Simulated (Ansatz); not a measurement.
Li3LaSb2 in space group P-3m1 (No. 164; Li on 1b, Li on 2d, La on 1a, Sb on 2d), r²SCAN in the plane-wave PAW code Ansatz. The conduction-band minimum lies at L, with 3 equivalent valleys. Second derivatives d²E/dk² of the lowest band at one valley (eV·Å²), along Cartesian directions:

```
direction  d²E/dk²
---------  -------
[100]        38.17
[010]        17.25
[001]        21.88
[110]        27.75
[101]        30.08
[011]        4.773
```

Find the principal effective masses, the density-of-states mass and the conductivity mass.

Off-diagonal terms follow from H_xy = H[110] − (H_xx + H_yy)/2, and m*/mₑ = 7.620 eV·Å² over each eigenvalue: 0.20, 0.22, 1.7. One valley's DOS mass (m₁m₂m₃)^(1/3) = 0.42, conductivity mass 3/(Σ 1/mᵢ) = 0.30 mₑ.

What effective density of states Nc follows at 300 K for parabolic valleys?

Nc = 2.509e19 × 3 × (0.42)^(3/2) ≈ 2.0e19 cm⁻³.

The first step of the workflow began from a Materials Project structure, measured or hypothetical; the Crystallography Open Database copy checked does not list it. Whether it is the stable phase at ambient conditions was not checked. The r²SCAN relaxation kept the symmetry of its start; whether a distortion lowers the energy is not shown. Scalar-relativistic: spin–orbit coupling is off unless named, which matters more the heavier the elements.

Potentials: the later of the program's two PAW sets.

Edges and masses are those of Kohn–Sham bands, whose gap is no quasiparticle gap.
